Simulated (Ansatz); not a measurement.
## Stationary points along a deformation path in SnSe₂

The calculation used DFT PBE, scalar-relativistic, plane waves, PAW in Ansatz. Cutoff 420 eV, Γ-centred 12×12×4 k-points, Gaussian smearing of 0.05 eV. No spin polarisation. Energies are free energies at this smearing, counted from the undisturbed cell; pressure is positive in compression.

Reference structure (relaxed at this level):

```yaml
crystal:
  lattice:
    - [3.87175, 0.00000, 0.00000]
    - [-1.93587, 3.35303, 0.00000]
    - [0.00000, 0.00000, 6.98802]
  atoms:
    - { symbol: Sn, position: [0.00000, 0.00000, 0.00000] }
    - { symbol: Se, position: [0.33333, 0.66667, 0.22815] }
    - { symbol: Se, position: [0.66667, 0.33333, 0.77185] }
```

The cell holds layers and no dispersion correction was added, so their binding is poorly described.

At fixed volume and fractional coordinates, lengths along (0.000, 0.000, 1.000) are scaled against those across it; ρ is that ratio over its starting value. V = 30.240 Å³/atom. Δσ is the stress along the axis less the mean stress across it (compression positive).

| ρ | ΔE (meV/atom) | Δσ (GPa) | space group |
| --- | --- | --- | --- |
| 0.800 | 119.8 | 6.66 | P-3m1 |
| 0.850 | 71.0 | 5.91 | P-3m1 |
| 0.920 | 21.4 | 3.79 | P-3m1 |
| 0.960 | 5.5 | 2.06 | P-3m1 |
| 1.000 | 0.0 | 0.02 | P-3m1 |
| 1.050 | 8.6 | -2.89 | P-3m1 |
| 1.100 | 34.7 | -6.12 | P-3m1 |
| 1.200 | 138.1 | -12.60 | P-3m1 |
| 1.300 | 288.1 | -16.76 | P-3m1 |

Question: How does the stress give the slope of the energy, and where is the energy stationary?

Answer: Along the path d ln(length) is 2/3 d ln ρ on the axis and −1/3 d ln ρ across it, so dE/d ln ρ = −(2/3) V Δσ: the energy falls with ρ where Δσ is positive. Δσ vanishes or changes sign at ρ = 1.000 (P-3m1), a minimum at 0.0 meV/atom. Pairs of stationary points between two samples would go unseen, and could change a minimum read from distant neighbours into a maximum.

Question: Integrate that slope from ρ = 1 to 0.850 by the trapezoid rule.

Answer: With V/N in Å³ and 1 eV/Å³ = 160.2 GPa the slopes at ρ = 1.000, 0.960, 0.920, 0.850 are -2, -259, -477, -743 meV/atom per unit of ln ρ. The steps add 5.3 + 15.7 + 48.3 = 69.3 meV/atom, against 71.0 from the energies; the trapezoid rule misses the curvature of the slope within each step.

Forces appear on the atoms along this scan, and letting them relax would lower the energy and soften the response. The gap closes along the scan, which can put kinks into the curve.

Cost: 9 runs of about 1 core-minutes in all, on Arm Neoverse V2 (shared hosts).